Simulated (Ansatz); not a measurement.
Y (hcp, Mg type)

```cif
data_Y2
_chemical_formula_sum 'Y2'
_space_group_name_H-M_alt 'P 1'
_space_group_IT_number 1
_cell_length_a 3.65568
_cell_length_b 3.65568
_cell_length_c 5.67880
_cell_angle_alpha 90.000
_cell_angle_beta 90.000
_cell_angle_gamma 120.000
loop_
_space_group_symop_operation_xyz
  'x, y, z'
loop_
_atom_site_label
_atom_site_type_symbol
_atom_site_fract_x
_atom_site_fract_y
_atom_site_fract_z
_atom_site_occupancy
Y1 Y 0.33333 0.66667 0.75000 1
Y2 Y 0.66667 0.33333 0.25000 1
```

The volume is varied about the relaxed value V₀ at fixed cell shape. Symmetry pins the atoms to their sites.

Computed with PBE (plane waves to 420 eV, PAW, scalar-relativistic; Ansatz, an electronic-structure program). k mesh 15×15×8 (Γ-centred), Fermi-Dirac smearing 0.05 eV. Energies are smeared free energies. With the shape held, the modulus is that of even scaling; a crystal free to change shape is softer. The PAW data are Ansatz's earlier set. Y is run without spin polarisation. Y was relaxed with its symmetry unable to fall. The zero of ΔE is the relaxed starting cell. The last digit holds for this mesh only.

```csv
V (Å³/atom),ΔE (meV/atom)
27.604,133.8
28.919,71.1
30.233,29.9
31.547,7.1
32.862,0.0
34.176,6.3
35.491,24.0
36.805,51.3
38.120,86.8
```

Q: What is the fitted pressure derivative B₀′?

A: 3.0.

Q: What bulk modulus at fixed cell shape B₀ follows from a third-order Birch-Murnaghan fit?

A: 40.6 GPa. Check by three points about V = 32.862 Å³/atom, step 2.629: d²E/dV² ≈ (30 − 2·0 + 24) meV / 2.629² = 0.00781 eV/Å⁶, and V·d²E/dV² × 160.2 = 41.1 GPa.

(A scan under strain: stresses follow from slopes of the energy per volume, elastic moduli from its curvatures.)
